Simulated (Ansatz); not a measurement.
## Notes on LiAl2BrN6

```xyz
10
Lattice="5.2190 0.0000 0.0000 -2.6095 4.5198 0.0000 0.0000 0.0000 7.3236" Properties=species:S:1:pos:R:3 pbc="T T T"
Li    0.0000    0.0000    0.0000
Al   -0.0003    3.0133    0.0000
Al    2.6097    1.5064    0.0000
N    -1.6600    2.8752    0.9770
N     0.9495    1.6445    0.9770
N     3.3200    0.0000    0.9770
N     1.8989    0.0000    6.3466
N     1.6600    2.8752    6.3466
N    -0.9495    1.6445    6.3466
Br    0.0000    0.0000    3.6618
```

The numbers come from plane-wave PAW DFT (Ansatz): PBE, no spin polarisation, 420 eV, 8×8×5 Γ-centred k points, fermi-dirac occupations (width 0.1 eV). Nothing was relaxed.

(1) How is the charge shared?

(2) Is it stable against the elements?

(3) What does the stress say?

(4) What happens at the Fermi level?

(5) Which atom feels the largest force, and which way?

Origin: a known structure type with other elements, at an estimated volume, so it need not be a known compound. Caveats: many states at the Fermi level without spin polarisation, so a magnetic state may lie lower.

Answers

(1) Bader charges in e: Li +0.86, Al +2.46, Br -0.03, N -0.96. In the mean Al gives up most and N takes most.

(2) 1.48 eV an atom against the elements' usual phases (free molecules for gases, crystals otherwise, with no correction for O₂ or N₂), so at this geometry it isn't bound against them. Relaxing would lower it.

(3) The pressure is -1.4 GPa (compression positive), so with the atoms held at these fractions the cell would first shrink; the forces are large, so a full relaxation may end otherwise. The principal stresses -12.5, 4.1, 4.1 GPa differ, so its shape would change too.

(4) It is a metal, with about 8.5 states/eV a cell as the mean within 0.25 eV of the Fermi level, mostly N p (85 %) and Br p (13 %).

(5) The largest is on N4 (and as large on other atoms): 1.34 eV/Å, components (0.10, -0.17, -1.32). It makes 56° with the line to a nearest neighbour, Al2 at 1.93 Å.
